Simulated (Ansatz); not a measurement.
Input and command of a plane-wave DFT calculation in Ansatz:

```yaml
crystal:
  lattice:
    - [3.4190226428, 0.0, 0.0]
    - [0.0, 3.4190226428, 0.0]
    - [0.0, 0.0, 3.4190226428]
  atoms:
    - { symbol: Mn, position: [0.0, 0.0, 0.0], spin: 4.37 }
    - { symbol: Cl, position: [0.5, 0.5, 0.5] }
basis:
  ecutwfc: 420
kpoints:
  mp_grid: { grid: [6, 6, 6] }
hamiltonian:
  xc: pbe
scf:
  occupations: { method: gaussian, width: 0.1 }
  lower_state_search: "off"
output:
  forces: true
  stress: true
  eigenvalues: true
  populations: true
magnetization:
  spin_polarized: true
relax:
  adjacent_minimum: "off"
  f_tol: 0.04
  max_steps: 70
  cell: { stress_tol: 0.4 }
```

```bash
ansatz run input.yaml --threads 1 --pin off --max-ram 2560MiB --backend cpu --events-out ev --progress --plain --runs-dir out
```

Processor: Arm Neoverse V2, 1 thread, on a host shared with other jobs.

Q: How long does it run, and how much memory does it take?

A: About 9.2 s on 1 thread of Arm Neoverse V2 (shared host), peak memory 0.29 GiB. It solves 18 bands at 20 k points (the mesh reduced by the symmetry that the task leaves, which can be less than the crystal's) with about 619 plane waves (on the last cell), in 46 SCF iterations over 5 ionic steps.
